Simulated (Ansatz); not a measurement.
Relaxed-ion elastic tensor of MnSi in space group P2_13 (No. 198; Mn on 4a, Si on 4a) in GPa (Voigt order), the program Ansatz at the PBEsol level (PAW); density 6.17 g/cm³, 11.17 Å³ per atom.

|  | 1 | 2 | 3 | 4 | 5 | 6 |
|---|---|---|---|---|---|---|
| 1 | 409 | 124 | 124 | 0.0 | 0.0 | 0.0 |
| 2 | 124 | 409 | 124 | 0.0 | 0.0 | 0.0 |
| 3 | 124 | 124 | 409 | 0.0 | 0.0 | 0.0 |
| 4 | 0.0 | 0.0 | 0.0 | 154 | 0.0 | 0.0 |
| 5 | 0.0 | 0.0 | 0.0 | 0.0 | 154 | 0.0 |
| 6 | 0.0 | 0.0 | 0.0 | 0.0 | 0.0 | 154 |

Q: Is the crystal mechanically stable?

A: Yes: the smallest eigenvalue of C is 154 GPa.

Q: Work out the Voigt, Reuss and Hill averages.

A: K_V = 219, K_R = 219, K_H = 219; G_V = 149, G_R = 149, G_H = 149 GPa.

Q: Give Young's modulus, Poisson's ratio, Pugh's ratio and the universal anisotropy index.

A: E = 9KG/(3K + G) = 365 GPa; ν = 0.22; K/G = 1.47 (brittle by the Pugh limit of 1.75); A_U = 5G_V/G_R + K_V/K_R − 6 = 0.01.

Q: Estimate the sound speeds and the Debye temperature.

A: v_l = √((K + 4G/3)/ρ) = 8230 m/s, v_t = √(G/ρ) = 4920 m/s, mean 5440 m/s; Θ = (h/k)(3n/4πV)^(1/3) v_m = 725 K.

The cell was relaxed with PBEsol under the symmetry of its start. The final state is ferromagnetic, chosen from 5 collinear starts compared on coarse meshes (ties went to the first, and starts can fall back to one state), not a proven ground state. Textbook magnetic order: helical. As this level gives no gap, shear constants depend on the k-mesh and smearing (Fermi–Dirac, 0.1 eV here).

Potentials: the earlier of the program's two PAW sets. The files were generated under PBE; for other functionals the program regenerates the frozen cores, and for LDA and PBEsol the local potential too.
